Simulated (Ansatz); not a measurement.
Ir:
```yaml
crystal:
  lattice:
    - [0.00000, 2.75315, 2.75315]
    - [2.75315, 0.00000, 2.75315]
    - [2.75315, 2.75315, 0.00000]
  atoms:
    - { symbol: Ir, position: [0.00000, 0.00000, 0.00000] }
    - { symbol: Ir, position: [0.25000, 0.25000, 0.25000] }
```

Relaxed with PBEsol. Special points in fractions of this cell's reciprocal vectors: Γ (0.000, 0.000, 0.000); X (0.500, 0.000, 0.500); U (0.625, 0.250, 0.625); K (0.375, 0.375, 0.750); L (0.500, 0.500, 0.500); W (0.500, 0.250, 0.750).

Problem. List the band energies nearest the Fermi level at these points for plane-wave PAW PBEsol with spin–orbit coupling (Ansatz code).

Solution. In eV from the Fermi level; about four levels below and three above (degenerate sets whole), none deeper than 8.9 eV; points with the same levels are listed once.

```tsv
k	below	above
Γ	-1.88 -1.88 -1.88 -1.88 -1.79 -1.79	0.88 0.88 0.88 0.88
X	-2.61 -2.61 -2.61 -2.61	0.55 0.55 0.55 0.55
U	-2.89 -2.89 -2.59 -2.59	0.56 0.56 1.00 1.00
L	-1.14 -1.14 -1.02 -1.02	0.18 0.18 0.39 0.39
W	-3.13 -3.13 -2.96 -2.96	0.89 0.89 1.06 1.06
```

Space group Fd-3m (diamond). The start of the workflow was typed in or built on a structure type; neither database checked (COD, Materials Project) lists it. It is not the phase usual at ambient conditions (space group No. 225). The PBEsol relaxation kept the symmetry of its start; of distortions, only those at the zone centre were tested. The run is not spin-polarised.

Potentials: the later of the program's two PAW sets.
